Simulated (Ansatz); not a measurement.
WCl$_{4}$ in space group C2/m (No. 12; W on 4g, Cl on 4i, Cl on 4i, Cl on 8j), r²SCAN+D4 (plane waves, PAW; program Ansatz). The conduction-band minimum lies at M2, with 1 equivalent valley. Second derivatives d²E/dk² of the lowest band at one valley (eV·Å²), along Cartesian directions:

```csv
direction,d²E/dk²
[100],1.208
[010],2.288
[001],2.858
[110],1.749
[101],1.739
[011],2.573
```

### Question
Find the principal effective masses, the density-of-states mass and the conductivity mass.

### Answer
Off-diagonal terms follow from H_xy = H[110] − (H_xx + H_yy)/2, and m*/mₑ = 7.620 eV·Å² over each eigenvalue: 2.6, 3.3, 6.6. One valley's DOS mass (m₁m₂m₃)^(1/3) = 3.9, conductivity mass 3/(Σ 1/mᵢ) = 3.6 mₑ.

### Question
What effective density of states Nc follows at 300 K for parabolic valleys?

### Answer
Nc = 2.509e19 × 1 × (3.9)^(3/2) ≈ 1.9e20 cm⁻³.

The first step of the workflow began from a Materials Project structure, measured or hypothetical; the Crystallography Open Database copy checked does not list it. Its standing as an ambient phase is unchecked. Symmetry was held in the r²SCAN+D4 relaxation; whether a distortion lowers the energy is not shown. The run is not spin-polarised. Scalar-relativistic: spin–orbit coupling is off unless named, which matters more the heavier the elements.

Potentials: the later of the program's two PAW sets.

Edges and masses are those of Kohn–Sham bands, whose gap is no quasiparticle gap.
